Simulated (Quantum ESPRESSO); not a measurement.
# Si5AlNGe: input and log of a self-consistent run

Simulated, not a measurement. The program is pw.x of Quantum ESPRESSO 7.5 (plane-wave density functional theory). The cell is made up: 8 atoms on a zincblende/diamond lattice, with randomly drawn elements, strain and displacements, not relaxed. PseudoDojo standard norm-conserving files (v0.5 for PBE, v0.4.1 for LDA and PBEsol) set the functional; there is no spin polarisation, spin-orbit coupling or dispersion term, and the masses in the input are unused placeholders.

Input:

```
&control calculation='scf', pseudo_dir='./dojo.nc.sr.pbe.v0_5.standard.upf', outdir='./o', disk_io='medium', tprnfor=.true., tstress=.true. /
&system ibrav=0, nat=8, ntyp=4, nbnd=31, ecutwfc=84.00895049, nosym=.true., tot_charge=0,
 occupations='smearing', smearing='fd', degauss=0.0073498644
/
&electrons conv_thr=7.350e-09, electron_maxstep=60, /
ATOMIC_SPECIES
Al 1.0 Al.upf
Ge 1.0 Ge.upf
N 1.0 N.upf
Si 1.0 Si.upf
CELL_PARAMETERS angstrom
5.7111 -0.0821 0.0214
-0.0821 5.6103 0.01
0.0214 0.01 5.5353
ATOMIC_POSITIONS angstrom
Si -0.0745 0.0361 0.0466
Al -0.0237 2.9013 2.8601
Si 2.7622 -0.1667 2.7293
N 2.5585 2.7876 0.1616
Si 1.4213 1.4585 1.4091
Si 1.3053 4.2536 4.039
Si 4.3836 1.3114 4.174
Ge 4.2865 4.2007 1.3308
K_POINTS automatic
6 6 6 1 1 1
```

The log is shortened where brackets say so; the opening notice, blank lines, dates and the lines on written files are dropped, and the path of the files is cut. It prints rydbergs, bohrs and kilobars, and counts compression as positive stress.

```
     Program PWSCF v.7.5
     Parallel version (MPI & OpenMP), running on       1 processor cores
     Number of MPI processes:                 1
     Threads/MPI process:                     1
     [start-up lines left out]
     bravais-lattice index     =            0
     lattice parameter (alat)  =      10.7936  a.u.
     unit-cell volume          =    1196.5875 (a.u.)^3
     number of atoms/cell      =            8
     number of atomic types    =            4
     number of electrons       =        42.00
     number of Kohn-Sham states=           31
     kinetic-energy cutoff     =      84.0090  Ry
     charge density cutoff     =     336.0358  Ry
     scf convergence threshold =      7.3E-09
     mixing beta               =       0.7000
     number of iterations used =            8  plain     mixing
     Exchange-correlation= PBE
                           (   1   4   3   4   0   0   0)
     [axes and pseudopotential details left out]
   Cartesian axes
     site n.     atom                  positions (alat units)
         1        Si     tau(   1) = (  -0.0130433   0.0063203   0.0081586  )
         2        Al     tau(   2) = (  -0.0041494   0.5079547   0.5007414  )
         3        Si     tau(   3) = (   0.4836013  -0.0291856   0.4778412  )
         4        N      tau(   4) = (   0.4479378   0.4880483   0.0282927  )
         5        Si     tau(   5) = (   0.2488388   0.2553517   0.2467028  )
         6        Si     tau(   6) = (   0.2285297   0.7447131   0.7071412  )
         7        Si     tau(   7) = (   0.7674732   0.2295977   0.7307768  )
         8        Ge     tau(   8) = (   0.7504731   0.7354514   0.2329942  )
     number of k points=   108  Fermi-Dirac smearing, width (Ry)=  0.0073
     Number of k-points >= 100: set verbosity='high' to print them.
     Dense  grid:   124517 G-vectors     FFT dimensions: (  64,  64,  64)
     Estimated max dynamical RAM per process >     155.91 MB
     Initial potential from superposition of free atoms
     starting charge      41.9937, renormalised to      42.0000
     Starting wfcs are   37 randomized atomic wfcs
     total cpu time spent up to now is       42.7 secs
     per-process dynamical memory:   106.2 Mb
     Self-consistent Calculation
     iteration #  1     ecut=    84.01 Ry     beta= 0.70
     Davidson diagonalization with overlap
     ethr =  1.00E-02,  avg # of iterations =  3.8
     total cpu time spent up to now is      155.5 secs
     total energy              =    -245.64525699 Ry
     estimated scf accuracy    <       0.61565440 Ry
     iteration #  2     ecut=    84.01 Ry     beta= 0.70
     Davidson diagonalization with overlap
     ethr =  1.47E-03,  avg # of iterations =  5.3
     total cpu time spent up to now is      260.4 secs
     total energy              =    -245.36264641 Ry
     estimated scf accuracy    <       5.10101392 Ry
     iteration #  3     ecut=    84.01 Ry     beta= 0.70
     Davidson diagonalization with overlap
     ethr =  1.47E-03,  avg # of iterations =  3.9
     total cpu time spent up to now is      365.4 secs
     total energy              =    -245.94988167 Ry
     estimated scf accuracy    <       0.04415208 Ry
     iteration #  4     ecut=    84.01 Ry     beta= 0.70
     Davidson diagonalization with overlap
     ethr =  1.05E-04,  avg # of iterations =  5.5
     total cpu time spent up to now is      470.9 secs
     total energy              =    -245.96040447 Ry
     estimated scf accuracy    <       0.00867804 Ry
     iteration #  5     ecut=    84.01 Ry     beta= 0.70
     Davidson diagonalization with overlap
     c_bands:  1 eigenvalues not converged
     ethr =  2.07E-05,  avg # of iterations =  5.3
     total cpu time spent up to now is      571.2 secs
     total energy              =    -245.96188703 Ry
     estimated scf accuracy    <       0.00256176 Ry
     iteration #  6     ecut=    84.01 Ry     beta= 0.70
     Davidson diagonalization with overlap
     ethr =  6.10E-06,  avg # of iterations =  3.9
     total cpu time spent up to now is      658.8 secs
     total energy              =    -245.96237554 Ry
     estimated scf accuracy    <       0.00020485 Ry
     iteration #  7     ecut=    84.01 Ry     beta= 0.70
     Davidson diagonalization with overlap
     ethr =  4.88E-07,  avg # of iterations =  3.1
     total cpu time spent up to now is      748.4 secs
     total energy              =    -245.96241261 Ry
     estimated scf accuracy    <       0.00000804 Ry
     iteration #  8     ecut=    84.01 Ry     beta= 0.70
     Davidson diagonalization with overlap
     ethr =  1.92E-08,  avg # of iterations =  3.3
     total cpu time spent up to now is      876.2 secs
     total energy              =    -245.96241548 Ry
     estimated scf accuracy    <       0.00000266 Ry
     iteration #  9     ecut=    84.01 Ry     beta= 0.70
     Davidson diagonalization with overlap
     ethr =  6.33E-09,  avg # of iterations =  2.1
     total cpu time spent up to now is     1000.2 secs
     total energy              =    -245.96241605 Ry
     estimated scf accuracy    <       0.00000028 Ry
     iteration # 10     ecut=    84.01 Ry     beta= 0.70
     Davidson diagonalization with overlap
     ethr =  6.75E-10,  avg # of iterations =  2.0
     total cpu time spent up to now is     1122.6 secs
     total energy              =    -245.96241612 Ry
     estimated scf accuracy    <       0.00000004 Ry
     iteration # 11     ecut=    84.01 Ry     beta= 0.70
     Davidson diagonalization with overlap
     ethr =  9.09E-11,  avg # of iterations =  2.4
     total cpu time spent up to now is     1242.7 secs
     End of self-consistent calculation
     Number of k-points >= 100: set verbosity='high' to print the bands.
     the Fermi energy is     4.6466 ev
!    total energy              =    -245.96241613 Ry
     estimated scf accuracy    <          7.0E-09 Ry
     smearing contrib. (-TS)   =      -0.00584409 Ry
     internal energy E=F+TS    =    -245.95657204 Ry
     The total energy is F=E-TS. E is the sum of the following terms:
     one-electron contribution =    -133.01484724 Ry
     hartree contribution      =      85.80501502 Ry
     xc contribution           =     -66.52225151 Ry
     ewald contribution        =    -132.22448831 Ry
     convergence has been achieved in  11 iterations
     Forces acting on atoms (cartesian axes, Ry/au):
     atom    1 type  4   force =     0.06555292    0.04162932   -0.05549671
     atom    2 type  1   force =    -0.03905959   -0.04815127   -0.05579970
     atom    3 type  4   force =     0.06140671    0.07416969   -0.01496018
     atom    4 type  3   force =     0.00371359   -0.02252017    0.00360483
     atom    5 type  4   force =     0.04040540    0.03283257   -0.04621671
     atom    6 type  4   force =     0.02778818    0.00814819    0.12810259
     atom    7 type  4   force =    -0.07314955   -0.01626865    0.00421024
     atom    8 type  2   force =    -0.08665766   -0.06983968    0.03655564
     Total force =     0.259903     Total SCF correction =     0.000304
     Computing stress (Cartesian axis) and pressure
          total   stress  (Ry/bohr**3)                   (kbar)     P=      -48.87
  -0.00041300   0.00020463  -0.00005713          -60.75       30.10       -8.40
   0.00020463  -0.00027221  -0.00005933           30.10      -40.04       -8.73
  -0.00005713  -0.00005933  -0.00031139           -8.40       -8.73      -45.81
     init_run     :     39.38s CPU     42.52s WALL (       1 calls)
     electrons    :   1135.17s CPU   1200.05s WALL (       1 calls)
     forces       :     17.51s CPU     17.68s WALL (       1 calls)
     stress       :     62.18s CPU     62.38s WALL (       1 calls)
     [timing details left out]
     PWSCF        :  20m54.71s CPU  22m 3.51s WALL
     JOB DONE.
```

In other units: free energy -3346.489 eV for the cell, pressure -4.89 GPa, largest force component 3.294 eV/Å. A rerun of this cell at 1437 eV and a 8 x 8 x 8 mesh moved values by no more than 0.003 eV in energy, 0.02 GPa in stress and 0.007 eV/Å in force.